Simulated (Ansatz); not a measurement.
Data:

LuAu2:
Space group I4/mmm (No. 139); a = b = 3.6506 Å, c = 8.9083 Å, α = β = γ = 90.00°

| atom | site | symmetry | x | y | z |
|---|---|---|---|---|---|
| Lu | 2a | 4/mmm | 0.0000 | 0.0000 | 0.0000 |
| Au | 4e | 4mm | 0.0000 | 0.0000 | 0.3356 |
(The calculation used a cell of 3 atoms; values per cell refer to that cell.)

This is the r²SCAN-relaxed structure.

Problem. All from DFT-r²SCAN in the program Ansatz with PAW potentials, unless another level is named. Estimate the density of states at the Fermi level.

Solution. 0.32 states/eV per atom (mean over ±0.08 eV).

Problem. And the formation energy from the elements (no fitted shifts)?

Solution. -0.93 eV/atom.

The first step of the workflow began from a Materials Project structure, measured or hypothetical; the Crystallography Open Database copy checked does not list it. With Lu and Au taken as one species the cell has the higher symmetry I4/mmm, so it may be an ordered model of a mixed-site phase. Whether it is the stable phase at ambient conditions was not checked. The r²SCAN relaxation kept the symmetry of its start; whether a distortion lowers the energy is not shown. Axis ratios of metals converge slowly with the k-mesh, so a and c are less sure than the volume. The references are the lowest solids computed at this level, not always the standard phases. Spin–orbit coupling is left out wherever it is not named.

Potentials: the later of the program's two PAW sets.
